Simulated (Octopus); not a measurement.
# Mg2Si (Fm-3m, No. 225): band energies at special points

Mg$_{2}$Si (Fm-3m, No. 225):
```
CELL_PARAMETERS angstrom
      0.00000     3.16982     3.16982
      3.16982     0.00000     3.16982
      3.16982     3.16982     0.00000
ATOMIC_POSITIONS crystal
  Mg 0.25000 0.25000 0.25000
  Mg 0.75000 0.75000 0.75000
  Si 0.00000 0.00000 0.00000
```
The cell is a database entry, not relaxed again.

Computed with Octopus (real-space grid): LDA, grid spacing about 0.25 Å, Γ-centred 6×6×6 k-mesh, Fermi-Dirac smearing of 0.03 eV, no spin polarisation, Troullier-Martins for Si / valence-only HGH without core correction for Mg.

Energies in eV against the valence band top; 8 electrons a cell outside the pseudopotentials' cores.

```json
[
 {"k-point (reduced)": "Γ (0.000, 0.000, 0.000)", "band 1": "-9.13", "band 2": "0.00", "band 3": "0.00", "band 4": "0.00", "band 5": "…", "band 6": "2.51", "band 7": "2.51"},
 {"k-point (reduced)": "X (0.500, 0.000, 0.500)", "band 1": "-7.12", "band 2": "-4.49", "band 3": "-1.98", "band 4": "-1.98", "band 5": "…", "band 6": "0.32", "band 7": "7.88"},
 {"k-point (reduced)": "U (0.625, 0.250, 0.625)", "band 1": "-7.14", "band 2": "-4.06", "band 3": "-3.49", "band 4": "-1.65", "band 5": "0.65", "band 6": "2.94", "band 7": "5.85"},
 {"k-point (reduced)": "K (0.375, 0.375, 0.750)", "band 1": "-7.14", "band 2": "-4.06", "band 3": "-3.49", "band 4": "-1.65", "band 5": "0.65", "band 6": "2.94", "band 7": "5.85"},
 {"k-point (reduced)": "L (0.500, 0.500, 0.500)", "band 1": "-7.69", "band 2": "-4.82", "band 3": "-0.72", "band 4": "-0.72", "band 5": "…", "band 6": "2.53", "band 7": "2.53"},
 {"k-point (reduced)": "W (0.500, 0.250, 0.750)", "band 1": "-7.07", "band 2": "-3.65", "band 3": "-3.65", "band 4": "-2.70", "band 5": "2.67", "band 6": "3.50", "band 7": "3.50"}
]
```

Problem. Complete the blanks.

Solution. 
- X (0.500, 0.000, 0.500), band 5: 0.18
- L (0.500, 0.500, 0.500), band 5: 1.17
- Γ (0.000, 0.000, 0.000), band 5: 1.80
